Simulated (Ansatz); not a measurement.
The cell below belongs to a search over invented structures; it isn't taken from experiment.

Input and command of a plane-wave DFT calculation in Ansatz:

```yaml
crystal:
  lattice:
    - [1.402963934, 0.810001605, 11.6226617547]
    - [-1.402963934, 0.810001605, 11.6226617547]
    - [0.0, -1.6200032099, 11.6226617547]
  atoms:
    - { symbol: Pd, position: [0.3663565662, 0.3663565662, 0.3663565662] }
    - { symbol: Pd, position: [0.6336434338, 0.6336434338, 0.6336434338] }
    - { symbol: Pd, position: [0.9004220839, 0.9004220839, 0.9004220839] }
    - { symbol: Pd, position: [0.0995779161, 0.0995779161, 0.0995779161] }
    - { symbol: Pt, position: [0.5, 0.5, 0.5] }
basis:
  ecutwfc: 420
kpoints:
  mp_grid: { grid: [12, 12, 12] }
hamiltonian:
  xc: pbe
scf:
  occupations: { method: gaussian, width: 0.1 }
output:
  forces: true
  stress: true
  eigenvalues: true
relax:
  adjacent_minimum: "off"
  f_tol: 0.01
  max_steps: 30
  cell: { stress_tol: 0.1, fix: [volume] }
```

```bash
ansatz run input.yaml --threads 1 --pin off --max-ram 2560MiB --backend cpu --events-out ev --progress --plain --runs-dir out
```

Processor: Intel(R) Xeon(R) Platinum 8488C (Sapphire Rapids), 1 thread, on a host shared with other jobs.

**Question.** Estimate time, memory and problem size.

**Answer.** About 91 s, peak memory 0.83 GiB. It solves 54 bands at 189 k points (after reduction by symmetry) with about 1581 plane waves, in 25 SCF iterations over 4 ionic steps.
